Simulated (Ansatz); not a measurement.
¹¹⁹Sn Mössbauer parameters in CsSnI3

Cell: a Materials Project structure (computed, not necessarily an observed phase), atoms as given.

Space group Pnma (No. 62); a = 10.5977, b = 4.7828, c = 17.9646 Å.

```csv
site,Wyckoff,site symmetry,x,y,z
Cs,4c,.m.,0.5841,0.2500,0.1699
Sn,4c,.m.,0.8414,0.2500,0.9381
I9,4c,.m.,0.5269,0.7500,0.6156
I13,4c,.m.,0.7940,0.7500,0.2914
I17,4c,.m.,0.6661,0.7500,0.9986
```

One atom of each set is listed.

All values are calculated (Ansatz; DFT, r2SCAN, plane waves and PAW, scalar-relativistic, 500 eV cutoff, Γ-centred 3×6×2 k-points, Fermi–Dirac smearing 0.02 eV), not measured.

Isomer shifts (against SnO₂) follow from the electron density at the nucleus, δ = α(ρ − ρ₀), with α = 0.093 mm s⁻¹ a₀³ and ρ₀ = 183072.84 a₀⁻³ from a line fitted to 8 measured compounds at this level of theory (rms miss 0.14 mm/s). ΔE_Q = ½eQV_zz(1 + η²/3)^½ with Q = -0.132 b for the 23.9 keV state.

Question: What would the ¹¹⁹Sn spectrum's parameters be?

Answer: 

```tsv
site	atoms	first shell	ρ − ρ₀ (a₀⁻³)	δ (mm/s)	ΔE_Q (mm/s)	η
Sn	4	6 I at 3.00–3.48 Å	43.3	4.02	0.41	0.40
```



Without spin–orbit coupling the gradients at and beside I can be off by some per cent, at some sites by more. With these PAW files V_zz is typically within 2 to 3 % of all-electron values, but misses above 10 % occur on Sn. Shifts outside the range of the fitted compounds (-0.5 to 3.2 mm/s for Sn) are extrapolations.

Hardware: 2 threads of Intel Xeon Processor @ 2.50GHz (Skylake/Cascade Lake) (x86_64; 62 cores open to the job, memory cap 5.0 GiB, no GPU), a shared host with a load of 0.9 a core. Wall time 7.1 min, CPU time 13 min, peak memory 4.7 GiB.
